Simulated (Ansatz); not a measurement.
KF (rock salt)

```xyz
2
Lattice="0.0000 2.6592 2.6592 2.6592 0.0000 2.6592 2.6592 2.6592 0.0000" Properties=species:S:1:pos:R:3 pbc="T T T"
K      0.0000     0.0000     0.0000
F      2.6592     2.6592     2.6592
```

The slice is a {100} plane (indices of the conventional cell) through the point (0.500, 0.500, 0.500) (fractional), spanned by u = [100] and v = [0 1 -1] in vectors of this cell: u (3.76 Å) and v (3.76 Å, at 90° to u). It covers one period; positions are fractions (u, v).

Method: r2SCAN (plane waves to 500 eV, PAW, scalar-relativistic; Ansatz, a first-principles code). k mesh 11×11×11. These are valence fields of a PAW run, semicore shells included where kept as valence: close to a nucleus they are smooth pseudo fields. KF was relaxed with its symmetry unable to fall.

Q: What is the ELF at the density minimum of the shortest K–F line in this plane (2.66 Å)?

A: 0.0.

Q: What is the valence density on the shortest K–F line in this plane (2.66 Å), at its minimum between the atoms?

A: 0.12 e/Å³.

Q: Predict the map of the valence electron density on the slice.

A: 
```
|99988765432110000000112345678899|
|99987654432110000000112344567899|
|98877654332111000001112334567788|
|88776554322111111111112234556778|
|77665543322222222222222233455667|
|66555433222222333332222223345556|
|55444332222333344433332222334445|
|44433322223344455544433222233344|
|33332222234455556555544322222333|
|22222222344556666666554432222222|
|11111223345566777776655433221111|
|11111223455677777777765543221111|
|00011223456677788877766543221100|
|00001233456777888887776543321000|
|00001234556778888888776554321000|
|00001234566778888888776654321000|
|00001234556778888888776554321000|
|00001233456777888887776543321000|
|00011223456677788877766543221100|
|11111223455677777777765543221111|
|11111223345566777776655433221111|
|22222222344556666666554432222222|
|33332222234455556555544322222333|
|44433322223344455544433222233344|
|55444332222333344433332222334445|
|66555433222222333332222223345556|
|77665543322222222222222233455667|
|88776554322111111111112234556778|
|98877654332111000001112334567788|
|99987654432110000000112344567899|
|99988765432110000000112345678899|
|99998765432110000000112345678999|
```
Scale: ten equal steps from -1.69 (start of '0') to 1.14 (end of '9'), in the order '0123456789'. Values: log₁₀ of the valence density in e/Å³. The map has 32 points along u (one character each, u = 0 at the left) and 32 along v (v = 0 in the bottom row). The scale is logarithmic, as a density can span decades between atoms and voids.
